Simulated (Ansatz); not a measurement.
# Stress against strain in Y

```xyz
1
Lattice="0.0000 2.4850 2.4850 2.4850 0.0000 2.4850 2.4850 2.4850 0.0000" Properties=species:S:1:pos:R:3 pbc="T T T"
Y     0.0000    0.0000    0.0000
```

The cell is COD entry 1534898, as deposited and not checked against the literature; nothing was relaxed.

Level of theory: DFT, LDA, all-electron LAPW, scalar-relativistic in Ansatz 0.2.0.

The runs use a Γ-centred 13×13×13 k mesh, Fermi–Dirac smearing of 0.05 eV, basis error target 1 meV/atom, no spin polarisation.

The strain is applied along the Cartesian axes of the cell as listed (the other components stay zero). Fractional coordinates are held (clamped ions).

σ is the change of stress from the unstrained cell, which is at -1.74 GPa; tension is positive, so slopes are stress–strain coefficients at that pressure. In a metal the k mesh adds noise.

Only quantities that a quadratic follows smoothly over the whole series are listed; rougher ones are left out.

| εxx = εyy | σzz (GPa) | σxx (GPa) |
| --- | --- | --- |
| -0.0200 | -1.25 | -1.95 |
| 0.0000 | 0.00 | 0.00 |
| 0.0100 | 0.56 | 0.87 |
| 0.0200 | 1.07 | 1.67 |

Q: Fit the series and read off the stiffness at zero strain.

A: Least-squares fits y = p0 + p1 x + p2 x² to the rows give σzz (GPa): p1 = 58, p2 = -230; σxx (GPa): p1 = 90.5, p2 = -350. So 2 C12 = 58 GPa and C11 + C12 = 90 GPa.

Q: One run, at εxx = εyy = -0.0100, is withheld. Predict its row.

A: The fits give -0.60, -0.94; the run gave -0.60, -0.94.
